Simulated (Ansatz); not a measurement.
Relaxed-ion elastic tensor of TaN (rock salt, Fm-3m) in GPa (Voigt order), plane-wave PAW r²SCAN (Ansatz code); density 15.24 g/cm³, 10.62 Å³ per atom.

```
     1    2    3     4     5     6
-  ---  ---  ---  ----  ----  ----
1  762  146  146   0.0   0.0   0.0
2  146  762  146   0.0   0.0   0.0
3  146  146  762   0.0   0.0   0.0
4  0.0  0.0  0.0  56.7   0.0   0.0
5  0.0  0.0  0.0   0.0  56.7   0.0
6  0.0  0.0  0.0   0.0   0.0  56.7
```

Q: Is the crystal mechanically stable?

A: Yes: the smallest eigenvalue of C is 56.7 GPa.

Q: Work out the Voigt, Reuss and Hill averages.

A: K_V = 351, K_R = 351, K_H = 351; G_V = 157, G_R = 84.2, G_H = 121 GPa.

Q: Give Young's modulus, Poisson's ratio, Pugh's ratio and the universal anisotropy index.

A: E = 9KG/(3K + G) = 325 GPa; ν = 0.35; K/G = 2.91 (ductile by the Pugh limit of 1.75); A_U = 5G_V/G_R + K_V/K_R − 6 = 4.33.

Q: Estimate the sound speeds and the Debye temperature.

A: v_l = √((K + 4G/3)/ρ) = 5800 m/s, v_t = √(G/ρ) = 2810 m/s, mean 3160 m/s; Θ = (h/k)(3n/4πV)^(1/3) v_m = 428 K.

Q: Give the Zener ratio and Young's modulus along [100], [110] and [111].

A: A = 2C44/(C11 − C12) = 0.18; 1/E = S11 − 2(S11 − S12 − S44/2)Γ with Γ = 0, 1/4, 1/3 gives 715, 200, 161 GPa.

Q: Solve the Christoffel equation for the three sound speeds along [100], [110], [111].

A: Eigenvalues of C_ijkl n_j n_l equal ρv². In km/s, slowest first: [100] 1.93, 1.93, 7.07; [110] 1.93, 4.49, 5.79; [111] 3.83, 3.83, 5.29.

The r²SCAN relaxation kept the symmetry of its start; of distortions, only those at the zone centre were tested. No spin polarisation was allowed. As this level gives no gap, shear constants depend on the k-mesh and smearing (Fermi–Dirac, 0.1 eV here). Spin–orbit coupling is left out wherever it is not named.

Potentials: the later of the program's two PAW sets.
